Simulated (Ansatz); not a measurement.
Task: Each is relaxed and computed with the program Ansatz at the r²SCAN level (PAW). Which is the only metal?
A) InAsPd5, P4/mmm (In on 1c, As on 1b, Pd on 4i, Pd on 1a)
B) GaAs, zinc blende
C) Cs2P2Pd, Cmcm (Cs on 4c, Cs on 4c, P on 8g, Pd on 4a)
D) Zr3InF15, R-3c (Pearson symbol hR38)

Result: A, InAsPd5, P4/mmm (In on 1c, As on 1b, Pd on 4i, Pd on 1a). InAsPd5: metal; GaAs: gap 0.96 eV (direct); Zr3InF15: gap 6.36 eV (direct); Cs2P2Pd: gap 1.16 eV (indirect). Standing as an ambient phase not checked: InAsPd5, P4/mmm (In on 1c, As on 1b, Pd on 4i, Pd on 1a); Zr3InF15, R-3c (Pearson symbol hR38); Cs2P2Pd, Cmcm (Cs on 4c, Cs on 4c, P on 8g, Pd on 4a). All cells were relaxed under the symmetry of their starts (and spin orders); stability against distortions was not tested throughout. Rows with no word on spin ran without spin polarisation. Spin–orbit coupling is left out wherever it is not named.

Potentials: the later of the program's two PAW sets.
